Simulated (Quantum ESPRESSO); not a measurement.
## Band energies of AlAs

```
CELL_PARAMETERS angstrom
      4.00439     0.00000     0.00000
     -2.00219     3.46790     0.00000
      0.00000     0.00000     6.57656
ATOMIC_POSITIONS crystal
  Al 0.33333 0.66667 0.00071
  Al 0.66667 0.33333 0.50071
  As 0.33333 0.66667 0.37529
  As 0.66667 0.33333 0.87529
```

PBEsol (pw.x of Quantum ESPRESSO, ONCV potentials, with spin-orbit coupling); path ΓMKΓALHA,LM,KH; energies in eV from the valence-band maximum.

```csv
k (1/Å),point,band 36,band 37,band 38,band 39,band 40,band 41,band 42,band 43
0.00,Γ,0.00,1.60,1.60,1.82,1.82,3.84,3.84,3.85
0.34,,-0.37,2.43,2.43,3.04,3.06,4.21,4.21,4.44
0.68,,-0.89,1.73,1.73,3.02,3.02,3.72,3.74,4.53
0.91,M,-1.01,1.55,1.55,2.86,2.86,3.62,3.62,4.45
1.04,,-1.31,2.02,2.04,2.95,2.99,3.58,3.59,4.69
1.43,K,-2.57,1.98,1.98,5.57,5.74,5.74,5.78,6.05
1.53,,-2.41,2.06,2.07,5.26,5.33,5.57,5.60,5.61
1.85,,-1.34,3.06,3.06,3.94,3.96,4.21,4.26,4.26
2.16,,-0.40,2.87,2.89,3.06,3.08,3.50,3.51,4.45
2.48,Γ,0.00,1.60,1.60,1.82,1.82,3.84,3.84,3.85
2.59,,-0.05,1.66,1.66,2.25,2.25,3.87,3.87,3.88
2.95,A,-0.55,2.37,2.37,2.37,2.37,4.41,4.41,4.41
3.25,,-1.01,2.98,2.98,2.99,2.99,4.38,4.38,4.40
3.66,,-1.68,1.91,1.91,1.92,1.92,3.30,3.30,3.31
3.86,L,-1.76,1.75,1.75,1.75,1.75,2.96,2.96,2.96
3.96,,-1.62,1.92,1.92,1.93,1.93,3.08,3.08,3.10
4.28,,-1.42,2.51,2.51,2.52,2.52,4.45,4.45,4.50
4.38,H,-1.40,2.54,2.54,2.54,2.54,4.38,4.38,4.43
4.64,,-1.59,2.69,2.69,2.70,2.70,4.65,4.65,4.68
4.90,,-1.80,3.23,3.23,3.26,3.26,4.28,4.28,4.30
5.17,,-0.97,3.29,3.29,3.34,3.34,3.87,3.87,3.88
5.43,A,-0.55,2.37,2.37,2.37,2.37,4.41,4.41,4.41
5.43,L,-1.76,1.75,1.75,1.75,1.75,2.96,2.96,2.96
5.79,,-1.08,1.60,1.60,2.39,2.39,3.87,3.87,4.61
5.91,M,-1.01,1.55,1.55,2.86,2.86,3.62,3.62,4.45
5.91,K,-2.57,1.98,1.98,5.57,5.74,5.74,5.78,6.05
6.00,,-2.58,2.10,2.10,4.98,5.06,5.06,5.08,6.03
6.38,H,-1.40,2.54,2.54,2.54,2.54,4.38,4.38,4.43
```

The PBEsol gap is indirect, 1.52 eV, from Γ to 25 % of the way from L to M; the smallest direct gap is 1.60 eV.

Geometry relaxed with PBEsol.

This is not the ordinary phase of the substance; no match was found in the copy of COD used, and its stability was not checked.
